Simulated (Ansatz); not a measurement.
SnMo2C in space group P6_3/mmc (No. 194; Sn on 2d, Mo on 4f, C on 2a), DFT-r²SCAN in the program Ansatz with PAW potentials, all energies at zero smearing, with the estimated change up to a 700 eV cutoff added, with one set of potentials and settings (totals compare only within such a set). Cell of 8 atoms (2 Sn, 4 Mo, 2 C): -32450.768 eV.

```tsv
element	reference phase	E (eV/atom)
Sn	Fd-3m, 2 atoms in the cell	-6038.6401
Mo	Im-3m, 1 atoms in the cell	-4967.5975
C	P6_3/mmc, 4 atoms in the cell	-251.6711
```

Formation energy per atom, worked out: (-32450.768 − 2×(-6038.6401) − 4×(-4967.5975) − 2×(-251.6711))/8 = 0.031 eV/atom (3 kJ per mol of atoms), at 0 K, without zero-point energy or fitted corrections.

The start of the workflow was typed in or built on a structure type; neither database checked (COD, Materials Project) lists it. Whether it is the stable phase at ambient conditions was not checked. Symmetry was held in the r²SCAN relaxation; whether a distortion lowers the energy is not shown. No spin polarisation was allowed. The references are the lowest solids computed at this level, not always the standard phases. Spin–orbit coupling is left out wherever it is not named.

Potentials: the later of the program's two PAW sets.
